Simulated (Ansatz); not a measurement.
Input and command of a plane-wave DFT calculation in Ansatz:

```yaml
crystal:
  lattice:
    - [3.8390485956, 0.0, 0.0]
    - [-1.9195242978, 3.3247136102, 0.0]
    - [0.0, 0.0, 6.0116311087]
  atoms:
    - { symbol: Sn, position: [0.0, 0.0, 0.0] }
    - { symbol: Se, position: [0.3333333333, 0.6666666667, 0.2651529961] }
    - { symbol: Se, position: [0.6666666667, 0.3333333333, 0.7348470039] }
basis:
  ecutwfc: 420
kpoints:
  mp_grid: { grid: [12, 12, 6] }
hamiltonian:
  xc: pbe
  dispersion: d3bj
scf:
  occupations: { method: fixed }
output:
  forces: true
  stress: true
  eigenvalues: true
relax:
  adjacent_minimum: "off"
  f_tol: 0.001
  max_steps: 60
  cell: { stress_tol: 0.01 }
```

```bash
ansatz run input.yaml --threads 1 --pin off --max-ram 3072MiB --backend cpu --events-out ev --progress --plain --runs-dir out
```

Processor: Intel(R) Xeon(R) Platinum 8375C CPU @ 2.90GHz (Ice Lake), 1 thread, on a host shared with other jobs.

Question: Estimate time, memory and problem size.

Answer: About 73 s on 1 thread of Intel(R) Xeon(R) Platinum 8375C CPU @ 2.90GHz (Ice Lake) (shared host), peak memory 0.54 GiB. It solves 28 bands at 100 k points (the mesh reduced by the symmetry that the task leaves, which can be less than the crystal's) with about 1485 plane waves (on the last cell), in 36 SCF iterations over 6 ionic steps.
